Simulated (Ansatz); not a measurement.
KI (rock salt)

```
CELL_PARAMETERS angstrom
      0.00000     3.59063     3.59063
      3.59063     0.00000     3.59063
      3.59063     3.59063     0.00000
ATOMIC_POSITIONS crystal
  I  0.00000 0.00000 0.00000
  K  0.50000 0.50000 0.50000
```

The slice is a {100} plane (indices of the conventional cell) through the point (0.000, 0.000, 0.000) (fractional), spanned by u = [100] and v = [0 1 -1] in vectors of this cell: u (5.08 Å) and v (5.08 Å, at 90° to u). It covers one period; positions are fractions (u, v).

The numbers are results of PBE (plane waves to 420 eV, PAW, scalar-relativistic; Ansatz, a quantum-chemistry and plane-wave program), not measurements. k mesh 8×8×8. Inside the PAW spheres the values are not all-electron values, and peaks at nuclei hang on which shells count as valence. KI was relaxed with its symmetry unable to fall. Spin-orbit coupling is left out, though I is heavy. The relaxed volume of KI is well above the measured one; the method has no dispersion term.

Three fields on this plane, each scaled to ten steps between its own extremes (0 low, 9 high; the total valence density on a logarithmic scale, the potential cut 8 eV below its top; x marks points blanked near nuclei; v = 0 in the bottom row):

Map A
```
|xxxxxxx9865432100012345689xxxxxx|
|xxxxxx987654321000123456789xxxxx|
|xxxxxx987654210000012456789xxxxx|
|xxxxx99865432100000123456899xxxx|
|xxxx9987654321100011234567899xxx|
|xx99987654432211111223445678999x|
|99888765543322333332233455678889|
|88776655433334455544333345566778|
|66665544333456677766543334455666|
|555544433345678xxx87654333444555|
|4444333334578xxxxxxx875433333444|
|333222223568xxxxxxxxx86532222233|
|22211122467xxxxxxxxxxx7642211122|
|11100113468xxxxxxxxxxx8643110011|
|0000001357xxxxxxxxxxxxx753100000|
|0000001357xxxxxxxxxxxxx753100000|
|0000001357xxxxxxxxxxxxx753100000|
|11100113468xxxxxxxxxxx8643110011|
|22211122467xxxxxxxxxxx7642211122|
|333222223568xxxxxxxxx86532222233|
|4444333334578xxxxxxx875433333444|
|555544433345678xxx87654333444555|
|66665544333456677766543334455666|
|88776655433334455544333345566778|
|99888765543322333332233455678889|
|xx99987654432211111223445678999x|
|xxxx9987654321100011234567899xxx|
|xxxxx99865432100000123456899xxxx|
|xxxxxx987654210000012456789xxxxx|
|xxxxxx987654321000123456789xxxxx|
|xxxxxxx9865432100012345689xxxxxx|
|xxxxxxx9865432100012345689xxxxxx|
```

Map B
```
|xxxxxxx9999752000002579999xxxxxx|
|xxxxxx899997520000025799998xxxxx|
|xxxxxx899986410000014689998xxxxx|
|xxxxx89999752000000025799998xxxx|
|xxxx8999985200000000025899998xxx|
|xx88999986310000000001368999988x|
|99999998631000000000001368999999|
|99999986310000123210000136899999|
|99999863100013567653100013689999|
|999875310002579xxx97520001357899|
|8776521000258xxxxxxx852000125677|
|555420000158xxxxxxxxx85100002455|
|22210000037xxxxxxxxxxx7300000122|
|00000000159xxxxxxxxxxx9510000000|
|0000000026xxxxxxxxxxxxx620000000|
|0000000037xxxxxxxxxxxxx730000000|
|0000000026xxxxxxxxxxxxx620000000|
|00000000159xxxxxxxxxxx9510000000|
|22210000037xxxxxxxxxxx7300000122|
|555420000158xxxxxxxxx85100002455|
|8776521000258xxxxxxx852000125677|
|999875310002579xxx97520001357899|
|99999863100013567653100013689999|
|99999986310000123210000136899999|
|99999998631000000000001368999999|
|xx88999986310000000001368999988x|
|xxxx8999985200000000025899998xxx|
|xxxxx89999752000000025799998xxxx|
|xxxxxx899986410000014689998xxxxx|
|xxxxxx899997520000025799998xxxxx|
|xxxxxxx9999752000002579999xxxxxx|
|xxxxxxx9999852000002589999xxxxxx|
```

Map C
```
|xxxxxxx0478999999999998740xxxxxx|
|xxxxxx004789999999999987400xxxxx|
|xxxxxx015789999999999987510xxxxx|
|xxxxx00368899999899999886300xxxx|
|xxxx0025788888888888888875200xxx|
|xx00025788888777777788888752000x|
|00013577888776666666778887753100|
|34456788887665444445667888876544|
|77778888876543211123456788888777|
|888888887654200xxx00245678888888|
|9999988765410xxxxxxx014567889999|
|999998876420xxxxxxxxx02467889999|
|99999876530xxxxxxxxxxx0356789999|
|99999876420xxxxxxxxxxx0246789999|
|9999987641xxxxxxxxxxxxx146789999|
|9999887641xxxxxxxxxxxxx146788999|
|9999987641xxxxxxxxxxxxx146789999|
|99999876420xxxxxxxxxxx0246789999|
|99999876530xxxxxxxxxxx0356789999|
|999998876420xxxxxxxxx02467889999|
|9999988765410xxxxxxx014567889999|
|888888887654200xxx00245678888888|
|77778888876543211123456788888777|
|34456788887665444445667888876544|
|00013577888776666666778887753100|
|xx00025788888777777788888752000x|
|xxxx0025788888888888888875200xxx|
|xxxxx00368899999899999886300xxxx|
|xxxxxx015789999999999987510xxxxx|
|xxxxxx004789999999999987400xxxxx|
|xxxxxxx0478999999999998740xxxxxx|
|xxxxxxx0378999999999998730xxxxxx|
```

Assign the maps to these fields: electron localisation function (ELF); valence electron density; electrostatic potential energy of an electron, from the cell's mean.

A is the valence electron density; B is the electron localisation function (ELF); C is the electrostatic potential energy of an electron, from the cell's mean.
